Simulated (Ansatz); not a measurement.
Data:

TiO2:
```
TiO2
1.0
    4.54502     0.00000     0.00000
    0.00000     5.51364     0.00000
    0.00000     0.00000     4.89409
Ti O
4 8
Direct
  0.50000   0.67571   0.75000
  0.50000   0.32429   0.25000
  0.00000   0.82429   0.25000
  0.00000   0.17571   0.75000
  0.72889   0.61822   0.08086
  0.27111   0.38178   0.91914
  0.77111   0.88178   0.58086
  0.22889   0.11822   0.41914
  0.22889   0.88178   0.91914
  0.77111   0.11822   0.08086
  0.27111   0.61822   0.41914
  0.72889   0.38178   0.58086
```

This is the r²SCAN-relaxed structure. x, y and z are the axes in which the lattice vectors are written.

**Question.** All from the program Ansatz at the r²SCAN level (PAW), unless another level is named. Estimate the hole effective mass.

**Answer.** 0.46, 4.4, 4.7 mₑ (principal values).

**Question.** Next, the weight of the valence-edge state by species (Voronoi cells)?

**Answer.** O 96 %, Ti 4 %.

**Question.** Predict the conduction-band minimum.

**Answer.** at Z (k = 0.000, 0.000, 0.500).

Space group Pbcn. This is a known high-pressure phase of the composition, computed here at zero pressure and temperature. The r²SCAN relaxation kept the symmetry of its start; its stability against distortions is not shown here. No spin polarisation was allowed.

Potentials: the later of the program's two PAW sets.

Edges and masses are those of Kohn–Sham bands, whose gap is no quasiparticle gap.
